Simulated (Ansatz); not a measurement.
The cell below belongs to a search over invented structures; it isn't taken from experiment.

Input and command of a plane-wave DFT calculation in Ansatz:

```yaml
crystal:
  lattice:
    - [3.23461942, 0.0, 0.0]
    - [0.0, 6.99693181, 0.0]
    - [0.0, 0.0, 5.020606]
  atoms:
    - { symbol: Ti, position: [0.5, 0.5, 0.34422001] }
    - { symbol: Ti, position: [0.0, 0.25, 0.65577999] }
    - { symbol: Ti, position: [0.0, 0.75, 0.65577999] }
    - { symbol: Si, position: [0.5, 0.5, 0.8423] }
    - { symbol: Si, position: [0.5, 0.0, 0.8423] }
    - { symbol: Si, position: [0.0, 0.25, 0.1577] }
    - { symbol: Si, position: [0.0, 0.75, 0.1577] }
    - { symbol: Ni, position: [0.5, 0.0, 0.34422001], spin: 2.0 }
basis:
  ecutwfc: 420
kpoints:
  mp_grid: { grid: [6, 4, 4] }
hamiltonian:
  xc: pbe
scf:
  occupations: { method: gaussian, width: 0.1 }
  lower_state_search: "off"
output:
  forces: true
  stress: true
  eigenvalues: true
  populations: true
magnetization:
  spin_polarized: true
relax:
  adjacent_minimum: "off"
  f_tol: 0.04
  max_steps: 70
  cell: { stress_tol: 0.4 }
```

```bash
ansatz run input.yaml --threads 4 --pin off --max-ram 8192MiB --backend cpu --events-out ev --progress --plain --runs-dir out
```

Processor: Arm Neoverse V2, 4 threads, on a host shared with other jobs.

How long does it run, and how much memory does it take?

About 84 s, peak memory 0.63 GiB. It solves 44 bands at 36 k points (after reduction by symmetry) with about 2231 plane waves (on the last cell), in 81 SCF iterations over 7 ionic steps.
